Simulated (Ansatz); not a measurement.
KBr (rock salt)

```
CELL_PARAMETERS angstrom
      0.00000     3.30442     3.30442
      3.30442     0.00000     3.30442
      3.30442     3.30442     0.00000
ATOMIC_POSITIONS crystal
  K  0.00000 0.00000 0.00000
  Br 0.50000 0.50000 0.50000
```

Grid over V/V₀ and (c/a)/(c/a)₀, subscript 0 meaning the relaxed cell; the conventional c axis lies along z; no internal relaxation.

Calculation: r2SCAN (plane waves to 500 eV, PAW, scalar-relativistic; Ansatz, a quantum-chemistry and plane-wave program). k mesh 9×9×9 (Γ-centred), Fermi-Dirac smearing 0.05 eV. Compression counts positive. KBr was relaxed with its symmetry unable to fall.

Changes of σxx (GPa) from the point V/V₀ = 1.000, (c/a)/(c/a)₀ = 1.000 when one coordinate moves alone (two changes are said to add if the coupling is within 5 % of the smaller one, nearly so within 20 %):

```json
[
 {"point": "V/V₀ = 1.000, (c/a)/(c/a)₀ = 0.960", "change": "-0.421"},
 {"point": "V/V₀ = 1.000, (c/a)/(c/a)₀ = 0.980", "change": "-0.219"},
 {"point": "V/V₀ = 0.960, (c/a)/(c/a)₀ = 1.000", "change": "0.719"},
 {"point": "V/V₀ = 0.980, (c/a)/(c/a)₀ = 1.000", "change": "0.338"},
 {"point": "V/V₀ = 1.020, (c/a)/(c/a)₀ = 1.000", "change": "-0.300"},
 {"point": "V/V₀ = 1.040, (c/a)/(c/a)₀ = 1.000", "change": "-0.567"},
 {"point": "V/V₀ = 1.000, (c/a)/(c/a)₀ = 1.020", "change": "0.235"},
 {"point": "V/V₀ = 1.000, (c/a)/(c/a)₀ = 1.040", "change": "0.487"}
]
```

Problem. What is the change at V/V₀ = 1.040, (c/a)/(c/a)₀ = 0.960, where both move, and how far is it from the sum?

Solution. The sum of the single changes is -0.567 + (-0.421) = -0.988; the calculation gives -0.902, so the coupling contributes 0.086 (over 20 % of the smaller single change, not additive).

Problem. Do the two effects add at V/V₀ = 0.980, (c/a)/(c/a)₀ = 1.020? Give the computed change.

Solution. The sum of the single changes is 0.338 + (0.235) = 0.573; the calculation gives 0.599, so the coupling contributes 0.026 (under 20 % of the smaller single change, nearly additive).

(Under strain, the slope of the energy per volume gives the stress and its curvature an elastic modulus.)
